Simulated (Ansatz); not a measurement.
Starting cell, SnSe$_{2}$ (CdI2 type):

```yaml
crystal:
  lattice:
    - [7.68061, 0.00000, 0.00000]
    - [-1.92015, 3.32580, 0.00000]
    - [0.00000, 0.00000, 6.00399]
  atoms:
    - { symbol: Sn, position: [0.00000, 0.00000, 0.00000] }
    - { symbol: Sn, position: [0.50000, 0.00000, 0.00000] }
    - { symbol: Se, position: [0.16667, 0.66667, 0.26538] }
    - { symbol: Se, position: [0.66667, 0.66667, 0.26538] }
    - { symbol: Se, position: [0.33333, 0.33333, 0.73462] }
    - { symbol: Se, position: [0.83333, 0.33333, 0.73462] }
```

In this cell atom 1 (Sn, nearest neighbour Se at 2.730 Å; its periodic images, 3.8 Å or more away, move with it) is moved by s along Cartesian x, unit vector (1.000, 0.000, 0.000); all other atoms and the cell stay fixed.

These are PBE-D3(BJ) (plane waves to 420 eV, PAW, scalar-relativistic; Ansatz, an electronic-structure program) values and carry that method's errors. k mesh 4×8×5 (Γ-centred), Fermi-Dirac smearing 0.05 eV. E stands for the smeared free energy. SnSe2 was relaxed with its symmetry unable to fall. The PAW data are Ansatz's earlier set. ΔE is measured from the undisplaced structure.

```
s (Å)   ΔE (meV/cell)
------  -------------
-0.270            315
-0.216            200
-0.162       withheld
-0.108             50
-0.054             12
0.000               0
0.054              12
0.108              50
0.162        withheld
0.216             200
0.270             315
```

Problem. Fit an even polynomial form (powers 2, 4) to the given rows and predict ΔE at s = -0.162.

Solution. Least squares on the 9 given rows: ΔE = (4238)·s² + (1126)·s⁴, in meV/cell with s in Å; root-mean-square residual 0.3 meV/cell. At -0.162 the fit gives 112 meV/cell; the calculation gives 112 meV/cell, the same to the digits shown. The quadratic term alone would give 111 meV/cell.

(For displaced atoms, the force is minus the slope of the energy, and its curvature is a force constant, which sets phonon frequencies.)
